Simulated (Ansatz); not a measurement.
In plane-wave PAW r²SCAN (Ansatz code), AlPt₃C in the anti-perovskite structure (Pm-3m) relaxes to a = 4.152 Å. Al has 12 nearest neighbours from 2.94 Å (cuboctahedral); C has 6 nearest neighbours from 2.08 Å (octahedral). Against the elements it lies at 20 kJ/mol of atoms, with no fitted shifts.

Electronic character: metallic (no gap). Gap from r²SCAN with spin–orbit coupling: none (metallic).

The bulk modulus is 221 GPa. The relaxed-ion elastic constants in GPa are C11 = 312, C12 = 176, C44 = -14.7.

The start of the workflow was typed in or built on a structure type; neither database checked (COD, Materials Project) lists it. Its standing as an ambient phase is unchecked. The cell was relaxed with r²SCAN under the symmetry of its start. At this level the phase is mechanically unstable. The run is not spin-polarised. Its formation energy is positive at this level, so the cell may be metastable or incomplete. As this level gives no gap, shear constants depend on the k-mesh and smearing (Fermi–Dirac, 0.1 eV here). The references are the lowest solids computed at this level, not always the standard phases. Scalar-relativistic: spin–orbit coupling is off unless named, which matters more the heavier the elements.

Potentials: the later of the program's two PAW sets.
